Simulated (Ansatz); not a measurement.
Ansatz (a quantum-chemistry and plane-wave program) input:

Ansatz 0.2 input:
```yaml
crystal:
  lattice:
    - [0.0, 3.0043471353, 3.0043471353]
    - [3.0043471353, 0.0, 3.0043471353]
    - [3.0043471353, 3.0043471353, 0.0]
  atoms:
    - { symbol: Pb, position: [0.0, 0.0, 0.0] }
    - { symbol: S, position: [0.5, 0.5, 0.5] }
kpoints:
  mp_grid: { grid: [7, 7, 7] }
basis: { xc_grid: 2 }
hamiltonian:
  xc: pbe
  pseudopotentials: { kind: paw }
scf:
  occupations: { method: fixed }
output:
  optics: { e_range: [0.0, 15.0], de: 0.05, sigma: 0.1, bands: { spectra_wanted_up_to: 12 eV } }
```

Output (shortened):

```
output.optics: the spectra are integrated over the Brillouin zone by k·p interpolation around the k-points, where levels, occupations, output.optics.sigma and …
Pseudopotential: Pb, paw, valence charge 14
Pseudopotential: S, paw, valence charge 6
Functional definition: PBE
Crystal: 2 atoms, lattice volume = 54.235 Å³
Basis set: ecut = 420 eV, 1067 PW (Γ), exchange–correlation on 60×60×60 points (8 copies of the dense FFT grid, shifted against one another)
Bands: 14, of which v1, the nominal top of the filled ones, is band 10 counted from 1 (9 counted from 0)
Symmetry: 48 space group operations
Space group: Fm-3m (ITA 225), of the structure as read, at distance tolerance 3.8e-5 Å
k-points: 20 of 343
SCF iter   1: F=—  HF=-12809.574032 eV  |F-HF|=—  |Δ(HF+E_count)|=         —  Δρ=1.04e-3  dr2=1.03e-3  ethr=1.77e-3  ⟨swp⟩=4.8  Hψ=1372  notcnv=0  defer=33
preconditioner: auto → none
SCF iter   2: F=—  HF=-12809.572877 eV  |F-HF|=—  |Δ(HF+E_count)|=   1.16e-3  Δρ=7.21e-4  dr2=3.99e-4  ethr=5.16e-6  ⟨swp⟩=2.6  Hψ=706  notcnv=0  defer=35
SCF iter   3: F=—  HF=-12809.572775 eV  |F-HF|=—  |Δ(HF+E_count)|=   1.02e-4  Δρ=2.73e-4  dr2=2.08e-5  ethr=2.00e-6  ⟨swp⟩=2.0  Hψ=333  notcnv=0  defer=34
SCF iter   4: F=—  HF=-12809.572797 eV  |F-HF|=—  |Δ(HF+E_count)|=   2.20e-5  Δρ=1.15e-4  dr2=7.76e-6  ethr=1.04e-7  ⟨swp⟩=2.0  Hψ=487  notcnv=0  defer=26
SCF iter   5: F=—  HF=-12809.572802 eV  |F-HF|=—  |Δ(HF+E_count)|=   4.86e-6  Δρ=5.83e-5  dr2=2.74e-6  ethr=3.88e-8  ⟨swp⟩=2.0  Hψ=390  notcnv=0  defer=6
SCF iter   6: F=—  HF=-12809.572800 eV  |F-HF|=—  |Δ(HF+E_count)|=   1.94e-6  Δρ=1.62e-5  dr2=2.23e-7  ethr=1.37e-8  ⟨swp⟩=2.8  Hψ=488  notcnv=0  defer=1
SCF iter   7: F=—  HF=-12809.572800 eV  |F-HF|=—  |Δ(HF+E_count)|=   7.06e-8  Δρ=3.01e-6  dr2=7.89e-9  ethr=1.11e-9  ⟨swp⟩=3.0  Hψ=482  notcnv=0  defer=1
SCF iter   8: F=—  HF=-12809.572800 eV  |F-HF|=—  |Δ(HF+E_count)|=   2.46e-9  Δρ=7.68e-7  dr2=4.71e-10  ethr=3.95e-11  ⟨swp⟩=2.9  Hψ=486  notcnv=0  defer=1
SCF iter  10: F=-12809.572800 eV  HF=-12809.572800 eV  |F-HF|=1.82e-12  |Δ(HF+E_count)|=  1.27e-11  Δρ=2.03e-9  dr2=7.65e-16  ethr=1.00e-12  ⟨swp⟩=3.9  Hψ=919  notcnv=0
SCF 1 converged in 10 iterations: F = -12809.572800 eV  dr2 = 7.65e-16
NSCF: frozen V_eff on 20 k-points
Optics k sum: 0 of 20 k-points
Optics k sum: 1 of 20 k-points
Optics k sum: 2 of 20 k-points
Optics k sum: 3 of 20 k-points
Optics k sum: 4 of 20 k-points
Optics k sum: 5 of 20 k-points
Optics k sum: 6 of 20 k-points
Optics k sum: 7 of 20 k-points
Optics k sum: 8 of 20 k-points
Optics k sum: 9 of 20 k-points
Optics k sum: 10 of 20 k-points
Optics k sum: 11 of 20 k-points
Optics k sum: 12 of 20 k-points
Optics k sum: 13 of 20 k-points
Optics k sum: 14 of 20 k-points
Optics k sum: 15 of 20 k-points
Optics k sum: 16 of 20 k-points
Optics k sum: 17 of 20 k-points
Optics k sum: 18 of 20 k-points
Optics k sum: 19 of 20 k-points
Optics k sum: 20 of 20 k-points
Optics k sum: 0 of 20 k-points
Optics k sum: 1 of 20 k-points
Optics k sum: 2 of 20 k-points
Optics k sum: 3 of 20 k-points
Optics k sum: 4 of 20 k-points
Optics k sum: 5 of 20 k-points
Optics k sum: 6 of 20 k-points
Optics k sum: 7 of 20 k-points
Optics k sum: 8 of 20 k-points
Optics k sum: 9 of 20 k-points
Optics k sum: 10 of 20 k-points
Optics k sum: 11 of 20 k-points
Optics k sum: 12 of 20 k-points
Optics k sum: 13 of 20 k-points
Optics k sum: 14 of 20 k-points
Optics k sum: 15 of 20 k-points
Optics k sum: 16 of 20 k-points
Optics k sum: 17 of 20 k-points
Optics k sum: 18 of 20 k-points
Optics k sum: 19 of 20 k-points
Optics k sum: 20 of 20 k-points
NSCF: frozen V_eff on 1 k-points
NSCF: frozen V_eff on 1 k-points
NSCF: frozen V_eff on 1 k-points
NSCF: frozen V_eff on 1 k-points
output.optics: what the bands over the 26 summed would add to eps1, eps2 and the energy-loss function is held between a lower and an upper bound (7 Lanczos …
SCF converged after 10 iterations
Free energy (F): -12809.572800 eV
Harris-Foulkes:  -12809.572800 eV  (|F-HF|=1.82e-12)
Internal energy: -12809.572800 eV  (E = F + TS)
E sigma→0 (E₀):  -12809.572800 eV
Fermi energy:    7.594504 eV
--- Per-component energies (eV) ---
  E_band       = -64.788863
  E_kinetic    = 392.545974
  E_local      = -1249.879660  (includes V_loc(G=0)·N_el)
  E_nonlocal   = 378.460498
  E_hartree    = 484.626697
  E_xc         = -318.109605
  E_vxc        = -219.914202  (∫ρ·V_xc dr)
  E_paw        = -11003.302587  (= ΣΔE_a)
  E_vpaw       = -335.254918  (= ΣTr[D̂ρ^β])
  E_aug_tail   = 0.000051  (compensation charges beyond the density's cutoff)
  E_ewald      = -1493.914168
  E_smearing   =  0.000000  (= −TS)
  E_closure    =  0.000000  (closes the sum)
  Σ components = -12809.572800   (vs F -12809.572800, Δ=0.00e0)
  [band-id]    e_kinetic+e_local+e_nonlocal+2·e_hartree+e_vxc+e_vpaw+e_augmentation_tail = -64.788863   (vs E_band -64.788863, Δ=1.86e-7)
--- Band table (eV; the first three rows and the last of 20) ---
  k-point 0: bands = ["-8.9236", "-8.9236", "-8.9236", "-8.9068", "-8.9068", "-5.4070", "1.7526", "5.8634", "5.8634", "5.8634", "12.9485", "12.9485", "12.9485", "14.6475"]
  k-point 1: bands = ["-8.9227", "-8.9205", "-8.9205", "-8.9074", "-8.9074", "-5.2448", "1.2512", "5.9138", "5.9138", "6.2287", "11.5599", "12.0643", "12.0643", "14.5734"]
  k-point 2: bands = ["-8.9268", "-8.9268", "-8.9211", "-8.8953", "-8.8953", "-4.8117", "0.2201", "6.0525", "6.0525", "6.9189", "9.8256", "10.7937", "10.7937", "14.9199"]
  k-point 19: bands = ["-8.9920", "-8.9163", "-8.9046", "-8.9008", "-8.8743", "-3.8864", "-0.0339", "3.6023", "4.2497", "6.6875", "10.1769", "12.1752", "12.6057", "15.2208"]
```

Cost: roughly 18 core-seconds on shared cores.

The PBE relaxation kept the symmetry of its start; of distortions, only those at the zone centre were tested. Scalar-relativistic: spin–orbit coupling is off unless named, which matters more the heavier the elements.

Potentials: the later of the program's two PAW sets.

Ansatz is a plane-wave DFT program.
